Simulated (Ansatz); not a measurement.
# Run on NiTe₂ (P-3m1) — total moment held at 0.4 μB

Theory: DFT, PBEsol, all-electron LAPW, scalar-relativistic in Ansatz 0.2.0.

Command: `ansatz run input.yaml --threads 2 --pin off --max-ram 6144MiB --backend cpu --events-out ev --progress --plain --runs-dir out`

```yaml
crystal:
  lattice:
    - [3.861, 0.0, 0.0]
    - [-1.9305, 3.343724084, 0.0]
    - [0.0, 0.0, 5.297]
  atoms:
    - { symbol: Ni, position: [0.0, 0.0, 0.0], spin: 0.4 }
    - { symbol: Te, position: [0.3333333333, 0.6666666667, 0.25] }
    - { symbol: Te, position: [0.6666666667, 0.3333333333, 0.75] }
magnetization:
  spin_polarized: true
  initial_magnetization: 0.4
  spin_locking: { lock_magnetization: hard }
kpoints:
  mp_grid: { grid: [9, 9, 6] }
scf:
  occupations: { method: fermi_dirac, width: 0.05 }
  lower_state_search: "off"
hamiltonian:
  xc: pbesol
  pseudopotentials: { kind: all_electron, lapw: { basis_error: 0.001 } }
output:
  forces: true
  stress: true
  eigenvalues: false
```

Output:

```
settings of this run that can trade accuracy for cost: output.eigenvalues: false. Do not mix this run's numbers with those of runs without the same settings; the input reference describes each key
LAPW: plane waves up to 8.760 Å⁻¹, error target 1.0e-3 eV per atom; small_component_spin mean_spin; Ni in spheres of 1.276 Å, 18 of its electrons in bands, Dirac shells []; Te in spheres of 1.317 Å, 24 of its electrons in bands, Dirac shells [] (how accurate: hamiltonian.pseudopotentials.lapw.basis_error, Limitations)
Engine: ansatz 0.2.0
Pseudopotentials: kind: all_electron
Pseudopotential: Ni, LAPW, valence charge 18, lapw/all_electron/scalar/gaussian/Ni, Koelling and Harmon's equation, gaussian nucleus
Pseudopotential: Te, LAPW, valence charge 24, lapw/all_electron/scalar/gaussian/Te, Koelling and Harmon's equation, gaussian nucleus
Functional definition: PBEsol
  exchange = pbesol_x
  correlation = pbesol_c
Crystal: 3 atoms, lattice volume = 68.385 Å³
Basis set: ecut = 292.3794340105154 eV, 783 PW (Γ), exchange–correlation at level 2
Bands: 40, of which v1, the nominal top of the filled ones, is band 33 counted from 1 (32 counted from 0)
Symmetry: 12 space group operations
Space group: P-3m1 (ITA 164), of the structure as read, at distance tolerance 4.1e-5 Å
Magnetic group: BNS 164.85 (UNI 1315), of the structure as read, at distance tolerance 4.1e-5 Å
k-points: 62 of 486
Non-local potential: Ni, projectors of the file, none
Non-local potential: Te, projectors of the file, none
Initial density: superposition of atomic densities (chi_scale 0.1, normalization cell)
Starting moments: Σ|m| = 0.4 μB on 1 of 3 sites
Initial wavefunctions: plane waves of lowest kinetic energy (no species holds an atomic orbital)
Functional: x = pbesol(κ = 0.804, μ = 0.12345679012345678), c = pbesol(β = 0.046)
iter 1 solved again at ethr=9.48e-3 eV; its pass at ethr=1.00e-1 eV (dr2=6.26e0 eV) is discarded
SCF iter   1: F=—  HF=-410962.830786 eV  |F-HF|=—  |Δ(HF+E_count)|=         —  Δρ=3.45e-2 (↑2.26e-2 ↓3.45e-2)  dr2=6.26e0  dr2_m=2.36e-2  M=0.400 μB ∫|m|=0.400 μB  β_m=0.30  ethr=9.48e-3  ⟨swp⟩=2.0  Hψ=31498  notcnv=0
preconditioner: auto → Kerker (q_TF=auto, 2.712 Å⁻¹)  [metal: Δε(μ)=0.019 eV  Ē_g=10.134 eV  σ=0.050 eV  W_gap=0.09  n_scr=22 (ndim 8)  ℏωp=21.1 eV  f_vac=0.020  D(μ)=1.73/eV (n_scr^D=8)]
spin=Collinear: Kerker preconditioning applied to the charge; magnetization (m = ρ↑ − ρ↓) channel mixes plain (no charge-response kernel on spin).
SCF iter   2: F=—  HF=-410963.015385 eV  |F-HF|=—  |Δ(HF+E_count)|=   1.85e-1  Δρ=2.29e-2 (↑2.23e-2 ↓2.29e-2)  dr2=1.98e0  dr2_m=2.13e-4  M=0.400 μB ∫|m|=0.401 μB  β_m=0.16  ethr=9.48e-3  ⟨swp⟩=2.3  Hψ=14557  notcnv=0
[...]
the basis was enlarged: its passes take 1.3 MiB over the memory plan, 2 of 2 planned eigensolver slots
[...]
SCF iter  10: F=—  HF=-410960.743776 eV  |F-HF|=—  |Δ(HF+E_count)|=   1.80e-3  Δρ=1.01e-4 (↑8.75e-5 ↓1.01e-4)  dr2=5.83e-5  dr2_m=6.07e-7  M=0.400 μB ∫|m|=0.400 μB  β_m=0.95  ethr=8.83e-8  ⟨swp⟩=2.0  Hψ=23775  notcnv=0
SCF iter  11: F=—  HF=-410960.743783 eV  |F-HF|=—  |Δ(HF+E_count)|=   6.64e-6  Δρ=6.62e-5 (↑6.62e-5 ↓6.57e-5)  dr2=2.19e-5  dr2_m=4.31e-10  M=0.400 μB ∫|m|=0.400 μB  β_m=0.79  ethr=8.83e-8  ⟨swp⟩=2.0  Hψ=13676  notcnv=0
SCF iter  12: F=—  HF=-410960.743773 eV  |F-HF|=—  |Δ(HF+E_count)|=   9.42e-6  Δρ=2.05e-5 (↑2.05e-5 ↓2.05e-5)  dr2=2.42e-6  dr2_m=1.94e-10  M=0.400 μB ∫|m|=0.400 μB  β_m=0.84  ethr=3.33e-8  ⟨swp⟩=2.0  Hψ=13676  notcnv=0
SCF iter  13: F=—  HF=-410960.743775 eV  |F-HF|=—  |Δ(HF+E_count)|=   1.48e-6  Δρ=3.20e-5 (↑2.63e-5 ↓3.20e-5)  dr2=4.88e-6  dr2_m=5.59e-9  M=0.400 μB ∫|m|=0.400 μB  β_m=0.59  ethr=3.67e-9  ⟨swp⟩=2.0  Hψ=13676  notcnv=0  recentre
SCF iter  14: F=—  HF=-410960.743773 eV  |F-HF|=—  |Δ(HF+E_count)|=   1.69e-6  Δρ=5.77e-6 (↑5.65e-6 ↓5.77e-6)  dr2=1.89e-7  dr2_m=5.23e-11  M=0.400 μB ∫|m|=0.400 μB  β_m=0.61  ethr=3.67e-9  ⟨swp⟩=2.0  Hψ=13676  notcnv=0
SCF iter  15: F=-410960.743773 eV  HF=-410960.743773 eV  |F-HF|=2.62e-9  |Δ(HF+E_count)|=   2.85e-8  Δρ=2.04e-6 (↑1.97e-6 ↓2.04e-6)  dr2=1.91e-8  dr2_m=3.00e-11  M=0.400 μB ∫|m|=0.400 μB  ethr=2.86e-10  ⟨swp⟩=2.3  Hψ=13719  notcnv=0
SCF 1 converged in 15 iterations: F = -410960.743773 eV  dr2 = 1.91e-8
SCF converged after 15 iterations
Stability checked in part: among states of this total moment the steps that led to this state did not find it unstable. No probe was made; neither looks for a lower state of another moment (fixed_total_moment; see scf.lower_state_search)
Magnetization: 0.4000 μB (33.2000 up, 32.8000 down)
Absolute magnetization: 0.4003 μB (∫|ρ↑−ρ↓|)
Spin contamination: 0.0017 ħ² per cell (⟨S²⟩ above its minimum at these occupations)
Per-site moments (μB) at R_I (Å): [(0.20283870593989128, 1.2761151537434454), (0.05781439100924857, 1.3167104983452507), (0.05781439100924857, 1.3167104983452507)]
Free energy (F): -410960.743773 eV
Harris-Foulkes:  -410960.743773 eV  (|F-HF|=2.62e-9)
Internal energy: -410960.728190 eV  (E = F + TS)
E sigma→0 (E₀):  -410960.735982 eV
Entropy (-TS):   -0.015583 eV (-5.194 meV/atom)
Fermi energy:    14.111950 (↑ 14.260470, ↓ 13.963431) eV
--- Per-component energies (eV) ---
  E_band       = -2450.480917
  E_kinetic    = 432316.087850
  E_xc         = -11119.720031
  E_electrostatic = -832157.096010  (all electrons and nuclei)
  E_smearing   = -0.015583  (= −TS)
  E_closure    = 0.000000  (closes the sum)
  E_atoms      = -410945.211441  (free atoms, spherical and without spin; not in F)
  Σ components = -410960.743773   (vs F -410960.743773, Δ=0.00e0)
  Basis errors (estimates in eV, not in F): energy 4.2e-4 per atom: plane waves 3.8e-4 (2.1e-4 summed), levels above the bands 1.2e-59, relativity 9.6e-9, radial functions 4.5e-5, core shells 3.4e-8; eigenvalues (radial functions only) 1.2e-6; not estimated: angular momenta, meshes, grids; target (lapw.basis_error) 1.0e-3; muffin-tin radii Ni 1.276 Å, Te 1.317 Å
--- Forces (eV/Å), atoms counted from 1 ---
  atom   1  Ni     0.00000000     0.00000000     0.00000000
  atom   2  Te    -0.00000000    -0.00000000    -0.24449429
  atom   3  Te     0.00000000     0.00000000     0.24449429
  max |Σ_I F_I| component: 1.27e-17 eV/Å
--- Stress (GPa, compression-positive) ---
       -2.963604       0.000000      -0.000000
        0.000000      -2.963604       0.000000
       -0.000000       0.000000      -3.283395
  P = ⅓ Tr σ = -3.0702 GPa (-30.702 kbar)
settings of this run that can trade accuracy for cost: output.eigenvalues: false. Do not mix this run's numbers with those of runs without the same settings; the input reference describes each key
```

Site moments (μB): Ni1 0.20, Te2 0.06, Te3 0.06. Cell moment 0.40 μB.

The magnetic group in the log treats spin as a scalar label, without spin–orbit coupling.

The Ansatz runs typed with the search for lower states off end where their start leads. Spin–orbit coupling is left out although heavy atoms are present. These are results for the start and cell typed. The real compound can order otherwise, in a larger cell, or not at all, since semilocal functionals without spin fluctuations often overstate magnetism; near a collapse of the moment, mesh and smearing move it by tens of per cent.

It took 55 s on 2 threads of Arm Neoverse V2, on a shared host, peak memory 0.85 GiB.
